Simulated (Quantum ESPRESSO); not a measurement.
B4CN2O, a curve over strain

Simulated, not a measurement. The program is pw.x of Quantum ESPRESSO 7.5 (plane-wave density functional theory). The cell is made up: 8 atoms on a wurtzite lattice, with randomly drawn elements, strain and displacements, not relaxed. PseudoDojo standard norm-conserving files (v0.5 for PBE, v0.4.1 for LDA and PBEsol) set the functional; there is no spin polarisation, spin-orbit coupling or dispersion term, and the masses in the input are unused placeholders.

Seven runs add a strain to one cell (along z); the atoms follow the cell and are not relaxed. Stress in the table is positive in tension.

Input of the run at +0.0046:

```
&control calculation='scf', pseudo_dir='./dojo.nc.sr.pbe.v0_5.standard.upf', outdir='./o', disk_io='low', tprnfor=.true., tstress=.true. /
&system ibrav=0, nat=8, ntyp=4, nbnd=22, ecutwfc=84.00895049, nosym=.true., tot_charge=0,
 occupations='smearing', smearing='fd', degauss=0.0018374661
/
&electrons conv_thr=7.350e-09, electron_maxstep=60, /
ATOMIC_SPECIES
B 1.0 B.upf
C 1.0 C.upf
N 1.0 N.upf
O 1.0 O.upf
CELL_PARAMETERS angstrom
2.5442 0.0055 -0.0021
0.0096 4.4557 -0.019
-0.0034 -0.0178 4.2627
ATOMIC_POSITIONS angstrom
B -0.0477 0.0531 0.0916
B 1.2473 2.2535 0.0388
B 1.2139 0.7642 2.1538
B 0.028 2.9665 2.0791
C -0.0439 -0.0525 1.5995
N 1.3021 2.3039 1.621
O 1.2699 0.6661 3.736
N 0.0399 3.0222 3.7995
K_POINTS automatic
7 4 4 1 1 1
```

| added strain | free energy less that of the input shown (eV) | stress xx (GPa) | stress yy (GPa) | stress zz (GPa) | stress xy (GPa) | pressure (GPa) | iterations |
| --- | --- | --- | --- | --- | --- | --- | --- |
| -0.0204 | 0.1702 | -22.74 | -9.98 | -35.92 | 1.62 | 22.88 | 11 |
| -0.0183 | 0.1484 | -22.53 | -9.82 | -33.57 | 1.60 | 21.97 | 11 |
| -0.0141 | 0.1087 | -22.11 | -9.50 | -28.97 | 1.56 | 20.19 | 11 |
| +0.0046 | 0.0000 | -20.35 | -8.19 | -10.14 | 1.40 | 12.89 | 12 |
| +0.0069 | -0.0067 | -20.15 | -8.04 | -7.98 | 1.38 | 12.06 | 12 |
| +0.0152 | -0.0172 | -19.44 | -7.51 | -0.55 | 1.31 | 9.17 | 12 |
| +0.0226 | -0.0114 | -18.83 | -7.07 | 5.70 | 1.25 | 6.73 | 12 |

A cubic fit gives a slope of stress zz against the added strain of 972 GPa at zero added strain, with the atoms clamped. Across the table the free energy follows the integral of the stress to within 0.8 meV. A rerun of one of the cells at 1437 eV and a 9 x 6 x 6 mesh moved values by no more than 0.002 eV in energy, 0.07 GPa in stress and 0.003 eV/Å in force.